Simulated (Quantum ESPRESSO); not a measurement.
pw.x input (Quantum ESPRESSO 7.5; PBEsol, PseudoDojo standard norm-conserving files, fully relativistic):

```
&CONTROL
  calculation = 'scf'
  pseudo_dir = './pseudo'
  outdir = './out'
  tprnfor = .true.
  tstress = .true.
/
&SYSTEM
  ibrav = 0
  nat = 6
  ntyp = 3
  ecutwfc = 72.0
  ecutrho = 288.0
  occupations = 'smearing'
  smearing = 'fd'
  degauss = 0.002
  nbnd = 43
  noncolin = .true.
  lspinorb = .true.
  assume_isolated = '2D'
/
&ELECTRONS
  conv_thr = 6e-10
/
ATOMIC_SPECIES
H 1.0080 H.upf
Ca 40.0780 Ca.upf
Br 79.9040 Br.upf
CELL_PARAMETERS angstrom
  3.772682024000   0.000000000000   0.000000000000
  0.000000000000   3.772682024000   0.000000000000
  0.000000000000   0.000000000000  19.600000000000
ATOMIC_POSITIONS crystal
H   0.000000000000   0.500000000000   0.000000000000
H   0.500000000000   0.000000000000   0.000000000000
Ca   0.000000000000   0.000000000000   0.065230770000
Ca   0.500000000000   0.500000000000  -0.065230770000
Br   0.500000000000   0.500000000000   0.133404400700
Br   0.000000000000   0.000000000000  -0.133404400700
K_POINTS automatic
8 8 1 0 0 0
```

End of the output:

```
     total energy              =    -220.32857852 Ry
     estimated scf accuracy    <       0.00000013 Ry
     total energy              =    -220.32857867 Ry
     estimated scf accuracy    <       0.00000002 Ry
     total energy              =    -220.32857867 Ry
     estimated scf accuracy    <          3.4E-09 Ry
[...]
     the Fermi energy is    -5.7270 ev
!    total energy              =    -220.32857867 Ry
     estimated scf accuracy    <          4.7E-10 Ry
     smearing contrib. (-TS)   =       0.00000000 Ry
     internal energy E=F+TS    =    -220.32857867 Ry
     The total energy is F=E-TS. E is the sum of the following terms:
     one-electron contribution =   -1660.40471534 Ry
     hartree contribution      =     826.33955172 Ry
     xc contribution           =     -51.24697811 Ry
     ewald contribution        =     664.98356305 Ry
     convergence has been achieved in  10 iterations
     Forces acting on atoms (cartesian axes, Ry/au):
     atom    1 type  1   force =     0.00000000    0.00000000    0.00000000
     atom    2 type  1   force =     0.00000000    0.00000000    0.00000000
     atom    3 type  2   force =     0.00000000    0.00000000   -0.00012260
     atom    4 type  2   force =     0.00000000    0.00000000    0.00012260
     atom    5 type  3   force =     0.00000000    0.00000000    0.00041557
     atom    6 type  3   force =     0.00000000    0.00000000   -0.00041557
     Total force =     0.000613     Total SCF correction =     0.000118
     SCF correction compared to forces is large: reduce conv_thr to get better values
```
In a gapped system the printed Fermi energy is only some level inside the gap.

Geometry relaxed with PBEsol.
